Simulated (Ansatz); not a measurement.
Geometry optimisation in Ansatz: input, command and trajectory.

```yaml
crystal:
  lattice:
    - [-2.1614626822, 2.1614626822, 4.8282023551]
    - [2.1614626822, -2.1614626822, 4.8282023551]
    - [2.1614626822, 2.1614626822, -4.8282023551]
  atoms:
    - { symbol: "Y", position: [0.0, 0.0, 0.0] }
    - { symbol: S, position: [0.5, 0.5, 0.0] }
    - { symbol: S, position: [0.25, 0.75, 0.5] }
    - { symbol: S, position: [0.75, 0.25, 0.5] }
basis:
  ecutwfc: 420
kpoints:
  mp_grid: { grid: [6, 6, 6] }
hamiltonian:
  xc: pbe
scf:
  occupations: { method: gaussian, width: 0.1 }
  lower_state_search: "off"
output:
  forces: true
  stress: true
  eigenvalues: true
relax:
  adjacent_minimum: "off"
  f_tol: 0.04
  max_steps: 70
  cell: { stress_tol: 0.4 }
```

```bash
ansatz run input.yaml --threads 1 --pin off --max-ram 2560MiB --backend cpu --events-out ev --progress --plain --runs-dir out
```

The calculation used DFT PBE, scalar-relativistic, plane waves, PAW in Ansatz 0.2.0.

Of 9 frames 9 are shown, positions in Å and forces in eV/Å; the SCF threshold varies from step to step. Steps run on the plane waves of an earlier cell, with a Pulay correction in the pressure. The basis is chosen afresh for the last frame, the zero of the energies, and at times for earlier ones too; energy and pressure step there, also at an unchanged geometry.

```xyz
4
Lattice="-2.1615 2.1615 4.8282 2.1615 -2.1615 4.8282 2.1615 2.1615 -4.8282" Properties=species:S:1:pos:R:3:forces:R:3 pbc="T T T" step=1 free_energy_over_end_meV_per_atom=287.01 pressure_GPa=-11.22
Y     0.0000    0.0000    0.0000    0.0000    0.0000    0.0000
S     0.0000    0.0000    4.8282    0.0000    0.0000    0.0000
S     2.1615    0.0000    2.4141    0.0000    0.0000    0.0000
S     0.0000    2.1615    2.4141    0.0000    0.0000    0.0000
4
Lattice="-2.0561 2.0561 4.7502 2.0561 -2.0561 4.7502 2.0561 2.0561 -4.7502" Properties=species:S:1:pos:R:3:forces:R:3 pbc="T T T" step=2 free_energy_over_end_meV_per_atom=124.14 pressure_GPa=-6.01
Y     0.0000    0.0000    0.0000    0.0000    0.0000    0.0000
S     0.0000    0.0000    4.7502    0.0000    0.0000    0.0000
S     2.0561    0.0000    2.3751    0.0000    0.0000    0.0000
S     0.0000    2.0561    2.3751    0.0000    0.0000    0.0000
4
Lattice="-1.9497 1.9497 4.8272 1.9497 -1.9497 4.8272 1.9497 1.9497 -4.8272" Properties=species:S:1:pos:R:3:forces:R:3 pbc="T T T" step=3 free_energy_over_end_meV_per_atom=54.20 pressure_GPa=1.35
Y     0.0000    0.0000    0.0000    0.0000    0.0000    0.0000
S     0.0000    0.0000    4.8272    0.0000    0.0000    0.0000
S     1.9497    0.0000    2.4136    0.0000    0.0000    0.0000
S     0.0000    1.9497    2.4136    0.0000    0.0000    0.0000
4
Lattice="-1.9008 1.9008 5.0626 1.9008 -1.9008 5.0626 1.9008 1.9008 -5.0626" Properties=species:S:1:pos:R:3:forces:R:3 pbc="T T T" step=4 free_energy_over_end_meV_per_atom=31.14 pressure_GPa=3.09
Y     0.0000    0.0000    0.0000    0.0000    0.0000    0.0000
S     0.0000    0.0000    5.0626    0.0000    0.0000    0.0000
S     1.9008    0.0000    2.5313    0.0000    0.0000    0.0000
S     0.0000    1.9008    2.5313    0.0000    0.0000    0.0000
4
Lattice="-1.8883 1.8883 5.3040 1.8883 -1.8883 5.3040 1.8883 1.8883 -5.3040" Properties=species:S:1:pos:R:3:forces:R:3 pbc="T T T" step=5 free_energy_over_end_meV_per_atom=10.31 pressure_GPa=1.52
Y     0.0000    0.0000    0.0000    0.0000    0.0000    0.0000
S     0.0000    0.0000    5.3040    0.0000    0.0000    0.0000
S     1.8883    0.0000    2.6520    0.0000    0.0000    0.0000
S     0.0000    1.8883    2.6520    0.0000    0.0000    0.0000
4
Lattice="-1.8780 1.8780 5.5414 1.8780 -1.8780 5.5414 1.8780 1.8780 -5.5414" Properties=species:S:1:pos:R:3:forces:R:3 pbc="T T T" step=6 free_energy_over_end_meV_per_atom=1.76 pressure_GPa=0.30
Y     0.0000    0.0000    0.0000    0.0000    0.0000    0.0000
S     0.0000    0.0000    5.5414    0.0000    0.0000    0.0000
S     1.8780    0.0000    2.7707    0.0000    0.0000    0.0000
S     0.0000    1.8780    2.7707    0.0000    0.0000    0.0000
4
Lattice="-1.8664 1.8664 5.6822 1.8664 -1.8664 5.6822 1.8664 1.8664 -5.6822" Properties=species:S:1:pos:R:3:forces:R:3 pbc="T T T" step=7 free_energy_over_end_meV_per_atom=0.78 pressure_GPa=0.44
Y     0.0000    0.0000    0.0000    0.0000    0.0000    0.0000
S     0.0000    0.0000    5.6822    0.0000    0.0000    0.0000
S     1.8664    0.0000    2.8411    0.0000    0.0000    0.0000
S     0.0000    1.8664    2.8411    0.0000    0.0000    0.0000
4
Lattice="-1.8697 1.8697 5.6908 1.8697 -1.8697 5.6908 1.8697 1.8697 -5.6908" Properties=species:S:1:pos:R:3:forces:R:3 pbc="T T T" step=8 free_energy_over_end_meV_per_atom=0.63 pressure_GPa=0.02
Y     0.0000    0.0000    0.0000    0.0000    0.0000    0.0000
S     0.0000    0.0000    5.6908    0.0000    0.0000    0.0000
S     1.8697    0.0000    2.8454    0.0000    0.0000    0.0000
S     0.0000    1.8697    2.8454    0.0000    0.0000    0.0000
4
Lattice="-1.8697 1.8697 5.6908 1.8697 -1.8697 5.6908 1.8697 1.8697 -5.6908" Properties=species:S:1:pos:R:3:forces:R:3 pbc="T T T" step=9 free_energy_over_end_meV_per_atom=0.00 pressure_GPa=0.08
Y     0.0000    0.0000    0.0000    0.0000    0.0000    0.0000
S     0.0000    0.0000    5.6908    0.0000    0.0000    0.0000
S     1.8697    0.0000    2.8454    0.0000    0.0000    0.0000
S     0.0000    1.8697    2.8454    0.0000    0.0000    0.0000
```

The start puts this composition into another compound's structure type, which needn't suit it. At the end the space group is I4/mmm (tolerance 0.05 Å).

Time: 33 s on 1 thread of Arm Neoverse V2 (shared host), peak memory 0.4 GiB.

The k mesh is coarse. Spin polarisation was left out, and a magnetic state may lie lower.